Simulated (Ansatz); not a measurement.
Values for one crystal, relaxed and computed with PBE in the plane-wave PAW code Ansatz; other levels are named.

Volume per atom: 11.33 Å³
Band gap: 1.50 eV (indirect)
Conduction-band minimum: at M
Hole effective mass with spin–orbit coupling: 0.37, 0.44, 0.53 mₑ (principal values)
Hole effective mass, band 2 of 2 at the edge: 0.19 along x, 0.52 along z (mₑ)
Hole effective mass, band 1 of 2 at the edge: 5.5 along x, 0.52 along z (mₑ)
Bulk modulus (Birch–Murnaghan fit): 192 GPa

Question: Which compound is it?
A) SiGeC2, P-4m2 (Si on 1a, C on 2g, Ge on 1c)
B) SiN2, Pa-3 (Si on 4a, N on 8c)
C) AlSiCN, R3m (Al on 3a, N on 3a, Si on 3a, C on 3a)
D) CdSiN2, R-3m (Cd on 3a, Si on 3b, N on 6c)

Answer: A, SiGeC2, P-4m2 (Si on 1a, C on 2g, Ge on 1c)

The start of the workflow was typed in or built on a structure type; neither database checked (COD, Materials Project) lists it. Its standing as an ambient phase is unchecked. The cell was relaxed with PBE under the symmetry of its start; its stability against distortions is not shown here. Spin–orbit coupling is left out wherever it is not named.

Potentials: the earlier of the program's two PAW sets.
